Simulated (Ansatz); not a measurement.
Raman lines of transverse zone-centre modes from the program Ansatz at the r²SCAN level (PAW):

```
ω (cm⁻¹)  relative intensity
--------  ------------------
294                      1.0
305                      4.9
358                       39
472                      2.6
552                      100
```

Q: Which compound is it?
A) BaTiO3, P4mm (Ti on 1b, Ba on 1a, O on 1b, O on 2c)
B) HfN, rock salt
C) TiB2, P6/mmm (Ti on 1a, B on 2d)
D) Ge, diamond

A: A, BaTiO3, P4mm (Ti on 1b, Ba on 1a, O on 1b, O on 2c)

The cell was relaxed with r²SCAN under the symmetry of its start. At this level the phase is dynamically unstable (imaginary phonons). The run is not spin-polarised. Spin–orbit coupling is left out wherever it is not named.

Potentials: the later of the program's two PAW sets.
